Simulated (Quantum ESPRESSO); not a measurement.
## One change at a time to Hf4MgNb2Sn

These are calculations, not measurements. They come from Quantum ESPRESSO 7.5, a public plane-wave density functional program. Each row is one single-point run on a made-up periodic cell of eight metal atoms, with elements, volume, strain and displacements drawn at random and not relaxed, so a cell may be unstable or far from any real phase. There is no spin polarisation or spin-orbit coupling.

Settings: PBE unless stated; PseudoDojo standard norm-conserving files; Fermi-Dirac width 0.25 eV, which means electrons at about 2900 K; cutoff 1143 eV; 5 x 6 x 3 k mesh shifted half a step off Gamma. E is the free energy of the whole cell (internal energy minus TS), so a -TS column is already part of it. Stress is positive in tension, and the pressure P is minus a third of its trace.

Checks: one run of this series was repeated at a higher cutoff and on a denser mesh, which moved values by no more than 0.003 eV, 0.07 GPa and 0.004 eV/Å, and a second program with other atomic files agreed on it to 2 % rms in force and 0.5 GPa in pressure. Known limits: the tin pseudopotential is less sure than most, with forces differing by about three percent from a second method on plain tin; heavy elements are run without spin-orbit coupling, which real alloys of them have; a spin test at this wide smearing found no moment, but such smearing suppresses magnetism that the real alloy may have.

The lattice is face-centred cubic, and the cell vectors in Å are (-0.017, -0.004, -4.318); (4.292, 0.047, 0.017); (-0.094, -8.724, -0.009), a volume of 161.66 Å³ in run 1. The elements on sites 1 to 8 are Hf Hf Mg Nb Hf Hf Sn Nb. Each later run makes one change to run 1 and keeps the rest. E is counted from run 1, and is n/a where other atomic files have another zero of energy.

| run | change | V (Å³) | P (GPa) | -TS (eV) | rms force (eV/Å) | largest change of a force component (eV/Å) | E (eV) |
|---|---|---|---|---|---|---|---|
| 1 | none | 161.66 | 4.77 | -1.681 | 0.281 | 0.000 | 0.000 |
| 2 | sites 2 and 3 exchanged | 161.66 | 4.68 | -1.683 | 0.374 | 0.628 | 0.129 |
| 3 | all lengths scaled by -1.57 % | 154.16 | 11.38 | -1.603 | 0.292 | 0.126 | ? |
| 4 | LDA in place of PBE | 161.66 | -4.32 | -1.699 | 0.274 | 0.119 | n/a |
| 5 | Ru on site 3 | 161.66 | -0.82 | -1.923 | 0.312 | 1.419 | n/a |
| 6 | site 4 moved by +0.18 Å along z | 161.66 | 5.09 | -1.656 | 0.398 | 1.156 | 0.102 |

## Worked estimate

Along a uniform scaling dE = -P dV. The mean of the two pressures is 8.075 GPa and the volume changes by -7.50 Å³, with 160.2 GPa to one eV/Å³. The same two rows give -V dP/dV = 139 GPa for this cell with clamped atoms, which is not the bulk modulus of a real alloy.

## Withheld value

Question: what E should run 3 give?

The estimate is 0.378 eV. The calculation gave 0.373 eV. The mean of two end points misses the curvature of P, and the finite cutoff adds a little.
